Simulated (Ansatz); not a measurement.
The following input was run with Ansatz 0.2.0.

```yaml
crystal:
  lattice:
    - [7.1596903702, 0.0, 0.0]
    - [0.0, 7.1596903702, 0.0]
    - [0.0, 0.0, 7.1596903702]
  atoms:
    - { symbol: Rb, position: [0.5, 0.0, 0.0] }
    - { symbol: Rb, position: [0.0, 0.5, 0.0] }
    - { symbol: Rb, position: [0.0, 0.0, 0.5] }
    - { symbol: Sr, position: [0.5, 0.5, 0.5] }
basis:
  ecutwfc: 420
kpoints:
  mp_grid: { grid: [6, 6, 6] }
hamiltonian:
  xc: pbe
scf:
  occupations: { method: gaussian, width: 0.1 }
output:
  forces: true
  stress: true
  eigenvalues: true
```

Run as
```bash
ansatz run input.yaml --threads 1 --pin off --max-ram 1331MiB --backend cpu --events-out ev --progress --plain --runs-dir out
```

Theory: DFT PBE, scalar-relativistic, plane waves, PAW in Ansatz 0.2.0.

From the run's log, abridged:

```
Pseudopotentials: kind: paw
Pseudopotential: Rb, paw, valence charge 9, recommended cutoff 420 eV (normal)
Pseudopotential: Sr, paw, valence charge 10, recommended cutoff 420 eV (normal)
Functional definition: PBE
Crystal: 4 atoms, lattice volume = 367.014 Å³
Basis set: ecut = 420 eV, 7123 PW (Γ), exchange–correlation on 96×96×96 points (8 copies of the dense FFT grid, shifted against one another)
Bands: 23, of which v1, the nominal top of the filled ones, is band 19 counted from 1 (18 counted from 0)
Symmetry: 48 space group operations
Space group: Pm-3m (ITA 221), of the structure as read, at distance tolerance 7.2e-5 Å
k-points: 20 of 216
Initial density: superposition of atomic densities (neutral atoms: chi_scale 0, normalization atom), corrected by the library's trained network
Initial wavefunctions: pseudopotential atomic-orbital guess
Functional: x = pbe(κ = 0.804, μ = 0.21951497), c = pbe(β = 0.06672455)
SCF iter   1: F=—  HF=-13345.699430 eV  |F-HF|=—  |Δ(HF+E_count)|=         —  Δρ=5.43e-4  dr2=1.93e-3  ethr=1.77e-3  ⟨swp⟩=9.6  Hψ=2539  notcnv=0
SCF iter   2: F=—  HF=-13345.701742 eV  |F-HF|=—  |Δ(HF+E_count)|=   2.31e-3  Δρ=3.29e-4  dr2=1.08e-3  ethr=5.21e-6  ⟨swp⟩=3.1  Hψ=1060  notcnv=0  defer=1
SCF iter   3: F=—  HF=-13345.702109 eV  |F-HF|=—  |Δ(HF+E_count)|=   3.67e-4  Δρ=9.52e-5  dr2=1.37e-4  ethr=2.91e-6  ⟨swp⟩=2.8  Hψ=723  notcnv=0  defer=1
SCF iter   4: F=—  HF=-13345.702082 eV  |F-HF|=—  |Δ(HF+E_count)|=   2.70e-5  Δρ=3.41e-5  dr2=1.36e-5  ethr=3.70e-7  ⟨swp⟩=2.0  Hψ=515  notcnv=0  defer=1
SCF iter   5: F=—  HF=-13345.702282 eV  |F-HF|=—  |Δ(HF+E_count)|=   2.00e-4  Δρ=1.11e-5  dr2=1.07e-6  ethr=3.68e-8  ⟨swp⟩=2.1  Hψ=523  notcnv=0  defer=1
SCF iter   6: F=—  HF=-13345.702283 eV  |F-HF|=—  |Δ(HF+E_count)|=   3.68e-7  Δρ=3.20e-6  dr2=1.80e-7  ethr=2.88e-9  ⟨swp⟩=2.0  Hψ=514  notcnv=0  defer=1
SCF iter   7: F=-13345.702283 eV  HF=-13345.702283 eV  |F-HF|=2.58e-9  |Δ(HF+E_count)|=   8.17e-9  Δρ=1.07e-6  dr2=1.38e-8  ethr=2.70e-10  ⟨swp⟩=8.2  Hψ=2394  notcnv=0
SCF 1 converged in 7 iterations: F = -13345.702283 eV  dr2 = 1.38e-8
SCF converged after 7 iterations
Free energy (F): -13345.702283 eV
Harris-Foulkes:  -13345.702283 eV  (|F-HF|=2.58e-9)
Internal energy: -13345.679827 eV  (E = F + TS)
E sigma→0 (E₀):  -13345.691055 eV
Entropy (-TS):   -0.022456 eV (-5.614 meV/atom)
Fermi energy:    1.936872 eV
--- Per-component energies (eV) ---
  E_band       = -530.057009
  E_kinetic    = 809.885673
  E_local      = -3037.997945  (includes V_loc(G=0)·N_el)
  E_nonlocal   = 723.968705
  E_hartree    = 843.950790
  E_xc         = -557.038941
  E_vxc        = -562.098353  (∫ρ·V_xc dr)
  E_paw        = -10548.782801  (= ΣΔE_a)
  E_vpaw       = -151.715779  (= ΣTr[D̂ρ^β])
  E_aug_tail   = -0.000004  (compensation charges beyond the density's cutoff)
  E_ewald      = -1579.665303
  E_smearing   = -0.022456  (= −TS)
--- Forces (eV/Å), atoms counted from 1 ---
  atom   1  Rb     0.00000000     0.00000000     0.00000000
  atom   2  Rb     0.00000000     0.00000000     0.00000000
  atom   3  Rb     0.00000000     0.00000000     0.00000000
  atom   4  Sr     0.00000000     0.00000000     0.00000000
--- Stress (GPa, compression-positive) ---
       -0.414904       0.000000       0.000000
        0.000000      -0.414904       0.000000
        0.000000       0.000000      -0.414904
  P = ⅓ Tr σ = -0.4149 GPa (-4.149 kbar)
--- Band table (eV; the first three rows and the last of 20) ---
  k-point 0: bands = ["-35.9512", "-26.7833", "-26.7797", "-26.7797", "-17.8771", "-17.8771", "-17.8771", "-10.9053", "-10.9053", "-10.9053", "-10.8519", "-10.8519", "-10.8519", "-10.8404", "-10.8404", "-10.8404", "-0.3176", "2.2748", "2.2748", "2.2858", "3.0124", "3.0124", "3.0124"]
  k-point 1: bands = ["-35.9512", "-26.7830", "-26.7799", "-26.7797", "-17.8771", "-17.8771", "-17.8771", "-10.9033", "-10.9033", "-10.9018", "-10.8526", "-10.8526", "-10.8521", "-10.8445", "-10.8417", "-10.8417", "-0.2223", "1.8677", "2.3474", "2.3865", "3.0057", "3.0057", "3.1044"]
  k-point 2: bands = ["-35.9512", "-26.7825", "-26.7804", "-26.7796", "-17.8772", "-17.8771", "-17.8771", "-10.8987", "-10.8987", "-10.8926", "-10.8550", "-10.8550", "-10.8550", "-10.8525", "-10.8440", "-10.8440", "0.0474", "1.2354", "2.5205", "2.6904", "2.9925", "2.9925", "3.0938"]
  k-point 19: bands = ["-35.9512", "-26.7808", "-26.7808", "-26.7808", "-17.8772", "-17.8772", "-17.8772", "-10.9373", "-10.8840", "-10.8840", "-10.8840", "-10.8584", "-10.8584", "-10.8310", "-10.8310", "-10.8310", "1.0479", "1.9654", "1.9654", "1.9654", "2.2611", "2.2611", "2.2611"]
```

Self-consistency was reached.